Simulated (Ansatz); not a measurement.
**Calculation log, GaN (F-43m) (phonons)**

The sound run that this one varies used r²SCAN, PAW on Ansatz 0.2.0's default frozen-core files (fitted under PBE), scalar-relativistic.

The structure is one entry of a database and needn't be the stable phase.

Command line:

```sh
ansatz run input.yaml --threads 1 --pin off --max-ram 3072MiB --backend cpu --events-out ev --progress --plain --runs-dir out
```

Input file:

```yaml
crystal:
  lattice:
    - [0.0, 2.24894584372, 2.24894584372]
    - [2.24894584372, 0.0, 2.24894584372]
    - [2.24894584372, 2.24894584372, 0.0]
  atoms:
    - { symbol: Ga, position: [0.0, 0.0, 0.0] }
    - { symbol: "N", position: [0.25, 0.25, 0.25] }
kpoints:
  mp_grid: { grid: [8, 8, 8] }
scf:
  occupations: { method: fixed }
  max_iter: 100
hamiltonian:
  xc: r2scan
  pseudopotentials: { kind: paw }
  hubbard: { sites: [{ species: Ga, l: p, u_eff: 40.0 }] }
phonons:
  method: dfpt
  dielectric: true
  rigid_motions: translations
```

One thing in this input is wrong on purpose: an enormous or negative U. Its numbers aren't to be read as properties of the crystal. Changed keys: hamiltonian.hubbard, scf.max_iter.

Output:

```
Warning: RAYON_NUM_THREADS=1 ignored (pool sized by the plan → 1); use --threads N
Ga: projections on atomic orbitals take those of the free atom [Ar] 3d10 4s2 4p1, of charge +0.00 (hamiltonian.pseudopotentials.projection_atoms); the dataset's partial waves leave at most 1.1e-6 of an orbital's norm unspanned ...
N: projections on atomic orbitals take those of the free atom [He] 2s2 2p3, of charge +0.00 (hamiltonian.pseudopotentials.projection_atoms); the dataset's partial waves leave at most 9.3e-9 of an orbital's norm unspanned inside its sphere
Engine: ansatz 0.2.0, x86_64-unknown-linux-gnu
Pseudopotentials: kind: paw
Pseudopotential: Ga, paw, valence charge 13, recommended cutoff 500 eV (meta_gga), Ga.paw.azcp
Pseudopotential: N, paw, valence charge 5, recommended cutoff 500 eV (meta_gga), N.paw.azcp
Functional definition: r2SCAN
  parameter k0 = 0.174
  parameter k1 = 0.065
  parameter a1 = 4.9479
  exchange = r2scan_x(k0 = k0, k1 = k1, a1 = a1)
  correlation = r2scan_c
Crystal: 2 atoms, lattice volume = 22.749 Å³
Basis set: ecut = 500 eV, 561 PW (Γ), exchange–correlation on 120×120×120 points (125 copies of the dense FFT grid, shifted against one another)
Bands: 13, of which v1, the nominal top of the filled ones, is band 9 counted from 1 (8 counted from 0)
Symmetry: 24 space group operations
k-points: 95 of 512 (irreducible under 4 space group operations, time reversal used)
Non-local potential: Ga, projectors of the file, l = 0: 2, l = 1: 2, l = 2: 3, l = 3: 1
Non-local potential: N, projectors of the file, l = 0: 2, l = 1: 2, l = 2: 1
PAW form: soft (Blöchl's): semilocal exchange-correlation on the pseudo side does not see the compensation charge
PAW frozen core: Ga, regenerated for the run's functional (the file was generated under x = pbe(κ = 0.804, μ = 0.2195149727645171), c = pbe(β = 0.06672455060314922))
PAW frozen core: N, regenerated for the run's functional (the file was generated under x = pbe(κ = 0.804, μ = 0.2195149727645171), c = pbe(β = 0.06672455060314922))
PAW one-centre angular grid: Ga, 590 points (default); XC on 160 Gauss nodes
PAW one-centre angular grid: N, 302 points (default); XC on 160 Gauss nodes
Initial density: superposition of atomic densities (chi_scale 0.1, normalization cell, long waves kept (reshape's long-wave potential 0.00 eV rms))
Initial wavefunctions: pseudopotential atomic-orbital guess
Functional: x = r2scan, c = r2scan; τ floored in thin density (d = 2e-4 eV/Å³)
SCF iter   1: F=—  HF=-4163.391200 eV  |F-HF|=—  |Δ(HF+E_count)|=         —  Δρ=2.07e-1  dr2=1.04e1  dr2_τ=1.12e0  ethr=3.10e-3  ⟨swp⟩=4.2  Hψ=5767  notcnv=0  defer=65
preconditioner: auto → none  [insulator: Δε(μ)=2.628 eV  Ē_g=24.670 eV  n_scr=8 (ndim 8)  ℏωp=33.0 eV  f_vac=0.000  ε∞_Penn≈2.8]
SCF iter   2: F=—  HF=-4160.673259 eV  |F-HF|=—  |Δ(HF+E_count)|=    2.72e0  Δρ=5.68e-2  dr2=3.45e-1  dr2_τ=3.20e-1  ethr=3.10e-3  ⟨swp⟩=3.5  Hψ=3694  notcnv=0  defer=179
SCF iter   3: F=—  HF=-4160.830073 eV  |F-HF|=—  |Δ(HF+E_count)|=   1.57e-1  Δρ=2.01e-2  dr2=6.52e-2  dr2_τ=5.23e-3  ethr=1.92e-3  ⟨swp⟩=3.0  Hψ=3074  notcnv=0  defer=153
[... 9 lines left out ...]
── the response to a field inside a basis, on 10×10×10 k-points: an SCF that follows is theirs, and a resumed run solves both again ──
Bands: 10, of which v1, the nominal top of the filled ones, is band 9 counted from 1 (8 counted from 0)
k-points: 110
Initial density: handed on by an earlier stage of this run
Initial wavefunctions: pseudopotential atomic-orbital guess (no wavefunctions were taken with the density)
Eigensolver: Dense (110 Hₖ)
SCF iter   1: F=—  HF=-4160.890990 eV  |F-HF|=—  |Δ(HF+E_count)|=         —  Δρ=1.02e-4  dr2=1.56e-6  dr2_τ=8.07e-7  ethr=1.00e-1
preconditioner: auto → none  [insulator: Δε(μ)=0.807 eV  Ē_g=17.704 eV  n_scr=8 (ndim 8)  ℏωp=33.0 eV  f_vac=0.080  ε∞_Penn≈4.5]
SCF iter   2: F=—  HF=-4160.890990 eV  |F-HF|=—  |Δ(HF+E_count)|=   2.73e-7  Δρ=5.99e-5  dr2=2.77e-7  dr2_τ=1.06e-7  ethr=8.65e-9
SCF iter   3: F=-4160.890990 eV  HF=-4160.890990 eV  |F-HF|=3.97e-8  |Δ(HF+E_count)|=   4.61e-8  Δρ=2.37e-5  dr2=4.28e-8  dr2_τ=8.33e-9  ethr=1.54e-9
SCF 1 converged in 3 iterations: F = -4160.890990 eV  dr2 = 4.28e-8
DFPT response loops at Γ: mixed as the last ones told, above
WARN: field response: ε∞ stands inside a basis, on 10×10×10 points; the force constants stand on the 8×8×8 k-mesh, whose period is 10.02 times the interband length at k = (0.0000, 0.0000, 0.0000), direct gap 0.750 eV, under 14: ...
SCF converged after 9 iterations
Free energy (F): -4160.890786 eV
Harris-Foulkes:  -4160.890786 eV  (|F-HF|=3.82e-11)
Internal energy: -4160.890786 eV  (E = F + TS)
E sigma→0 (E₀):  -4160.890786 eV
Fermi energy:    12.216883 eV
--- Per-component energies (eV) ---
  E_band       = 16.412732
  E_kinetic    = 264.721958
  E_local      = -1977.044195  (includes V_loc(G=0)·N_el)
  E_nonlocal   = 481.466974
  E_hartree    = 916.546295
  E_xc         = -125.869961
  E_vxc        = -149.230008  (∫ρ·V_xc dr)
  E_hubbard    = 8.920703  (on-site DFT+U / exact-exchange correction)
  E_vhub       = 8.135692  (the Hubbard potential's part of the band-sum identity)
  E_paw        = -2138.299937  (= ΣΔE_a)
  E_vpaw       = -452.844521  (= ΣTr[D̂ρ^β])
  E_aug_tail   = -0.000020  (compensation charges beyond the density's cutoff)
  E_vtau       = 8.114324  (kinetic-family band-sum trace: ∫τ·v_τ [+ j·A + Jᵃ·Aᵃ] dr)
  E_ewald      = -1590.649967
  E_core_change = -0.682634  (= ΣΔE_core)
  E_smearing   = -0.000000  (= −TS)
  E_closure    = -0.000000  (closes the sum)
  Σ components = -4160.890786   (vs F -4160.890786, Δ=0.00e0)
Occupation matrices written to <dir>
  k mesh reduced under 4 symmetry operations, with k and −k counted as one. Each operation leaves every solved perturbation unchanged. A smaller set is not considered because the run has a Hubbard term
  ASR residual: 1.802e-4 → 0.000e0 eV/Å²; symmetrization residual: 1.179e-6 eV/Å²
  ASR residual per site (eV/Å²): 8.97e-5 1.80e-4
  Γ frequencies (cm⁻¹): 0.00 0.00 0.00 481.32 481.32 481.32
  ε∞ (high-frequency dielectric tensor):
        6.366448     0.000000     0.000000
        0.000000     6.366448     0.000000
        0.000000     0.000000     6.366448
  ε⁰ (static dielectric tensor: ions relaxed, cell fixed):
       15.182061     0.000000     0.000000
        0.000000    15.182061     0.000000
        0.000000     0.000000    15.182061
  ε⁰ − ε∞ (ionic part):
        8.815613     0.000000     0.000000
        0.000000     8.815613     0.000000
        0.000000     0.000000     8.815613
  softest optical mode at Γ: 481.32 cm⁻¹; the repairs (sum rule, projections) moved no ω² at Γ by more than (1.91 cm⁻¹)²
  Born effective charges Z* (e; rows j = field, columns β = displacement):
    site 0:
         3.31860    0.00000    0.00000
         0.00000    3.31860    0.00000
         0.00000    0.00000    3.31860
    site 1:
        -3.31860   -0.00000   -0.00000
        -0.00000   -3.31860   -0.00000
        -0.00000   -0.00000   -3.31860
  Z* charge neutrality: 5.082e-4 e pre-enforcement
  solved inside a basis spanned on kpoints, on 10×10×10 k-points transformed towards the longest dipole: ε∞ is read to err by 1.7e-2, Z* by 1.4e-2 e (field_mesh: kpoints solves on kpoints); Z* is corrected for what the basis lacks
  optical modes at Γ without the LO–TO term, one row a degenerate level:
      ω (cm⁻¹)  modes    IR ((D/Å)²/amu)
        481.32      3            65.3510
  optical modes at Γ + LO–TO along q̂ = [1.0000, 0.0000, 0.0000]:
      ω (cm⁻¹)  modes    IR ((D/Å)²/amu)
        481.32      2            43.5673
        743.28      1            21.7837
  optical modes at Γ + LO–TO along q̂ = [0.0000, 1.0000, 0.0000]:
      ω (cm⁻¹)  modes    IR ((D/Å)²/amu)
        481.32      2            43.5673
        743.28      1            21.7837
  optical modes at Γ + LO–TO along q̂ = [0.0000, 0.0000, 1.0000]:
      ω (cm⁻¹)  modes    IR ((D/Å)²/amu)
        481.32      2            43.5673
        743.28      1            21.7837
```

Self-consistency was reached.

Changed settings:

A Kohn-Sham response run of a crystal whose listed input keys are changed from those of a sound run with the other settings (a changed key overrides); changes are against the sound run.

```json
{"Ending": "converged", "Highest phonon change": "-11.88 %", "Largest phonon shift": "-64.9 cm⁻¹"}
```

Keep in mind: field response not resolved by the mesh; frozen-core PAW files fitted under PBE, their cores solved anew for the functional of the run; settings unsound, results are not properties of the crystal; this zinc-blende form is metastable at ambient conditions; zone-boundary modes aren't tested.

Cost: 110 s on 1 thread of Intel(R) Xeon(R) Platinum 8259CL CPU @ 2.50GHz (Skylake/Cascade Lake), on a shared host, peak memory 0.86 GiB.
